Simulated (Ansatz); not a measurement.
Data:

BaO:
```cif
data_Ba4O4
_chemical_formula_sum 'Ba4 O4'
_space_group_name_H-M_alt 'Fm-3m'
_space_group_IT_number 225
_space_group_name_Hall '-F 4 2 3'
_cell_length_a 5.48985
_cell_length_b 5.48985
_cell_length_c 5.48985
_cell_angle_alpha 90.000
_cell_angle_beta 90.000
_cell_angle_gamma 90.000
loop_
_atom_site_label
_atom_site_type_symbol
_atom_site_symmetry_multiplicity
_atom_site_Wyckoff_symbol
_atom_site_fract_x
_atom_site_fract_y
_atom_site_fract_z
_atom_site_occupancy
Ba1 Ba 4 a 0.00000 0.00000 0.00000 1
O1 O 4 b 0.50000 0.50000 0.50000 1
```
(The calculation used a cell of 2 atoms; values per cell refer to that cell.)

This is the PBEsol-relaxed structure.

Problem. All from PBEsol in the plane-wave PAW code Ansatz, unless another level is named. Estimate the formation energy from the elements (no fitted shifts).

Solution. -2.57 eV/atom.

Problem. Next, the HSE06 gap on the PBEsol cell?

Solution. 3.22 eV.

Problem. And the electron effective mass?

Solution. 0.38, 0.38, 1.2 mₑ (principal values).

Problem. Give the valence-band maximum.

Solution. at X.

The PBEsol relaxation kept the symmetry of its start. The references are the lowest solids computed at this level, not always the standard phases (solids in place of the gases). Scalar-relativistic: spin–orbit coupling is off unless named, which matters more the heavier the elements.

Potentials: the later of the program's two PAW sets.
